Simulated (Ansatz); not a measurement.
MoS2 in space group P6_3/mmc (No. 194; Mo on 2b, S on 4f) is relaxed with DFT-LDA in the program Ansatz with PAW potentials. What lattice parameters of the conventional cell result?

a = 3.128 Å, c = 12.199 Å.

Give the free coordinates with the occupied sites.

In one choice of origin and axes:

```tsv
atom	site	symmetry	x	y	z
Mo	2b	-6m2	0.0000	0.0000	0.2500
S	4f	3m.	0.3333	0.6667	0.1229
```

Is it a metal or does it have a gap at this level?

A gap of 0.81 eV, indirect.

The first step of the workflow began from a Materials Project structure, measured or hypothetical. Its sites differ from those of the usual phase in this space group: another stacking or structure type. The LDA relaxation kept the symmetry of its start; its stability against distortions is not shown here. No spin polarisation was allowed. A crystal of weakly bound layers computed without a dispersion correction: the cell and the soft elastic constants depend strongly on that. Spin–orbit coupling is left out wherever it is not named.

Potentials: the earlier of the program's two PAW sets. The files were generated under PBE; for other functionals the program regenerates the frozen cores, and for LDA and PBEsol the local potential too.
